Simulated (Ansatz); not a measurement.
W, DFT, PBEsol, all-electron PAW with datasets made for the crystal, scalar-relativistic (Ansatz 0.2.0), run on 1 thread of Intel(R) Xeon(R) Platinum 8488C (Sapphire Rapids) on a shared host.

The geometry is COD entry 1534935, unchecked; take it as a test cell. The listed cell was then made from it by scaling, straining or moving an atom.

Command: `ansatz run input.yaml --threads 1 --pin off --max-ram 3072MiB --backend cpu --events-out ev --progress --plain --runs-dir out`

```yaml
crystal:
  lattice:
    - [0.0, 2.0097, 2.03]
    - [2.0097, 0.0, 2.03]
    - [2.0097, 2.0097, 0.0]
  atoms:
    - { symbol: W, position: [0.0, 0.0, 0.0] }
kpoints:
  mp_grid: { grid: [14, 14, 14] }
scf:
  occupations: { method: fermi_dirac, width: 0.05 }
hamiltonian:
  xc: pbesol
  pseudopotentials: { kind: all_electron, datasets: crystal }
output:
  forces: true
  stress: true
  eigenvalues: true
  efg: { contact_densities: true }
```

How large is the problem that the program sets up?

244 irreducible k-points, 181 plane waves at Γ, 7 bands.

About how long does it take, and how much memory does it use?

10 s of wall time for 7 SCF iterations, with a peak of 0.49 GiB. Times on shared machines scatter by tens of per cent.

And the same cell and mesh by frozen-core PAW, asked for forces, stress, eigenvalues, efg, on the same hardware?

3.8 s, peak memory 0.41 GiB.
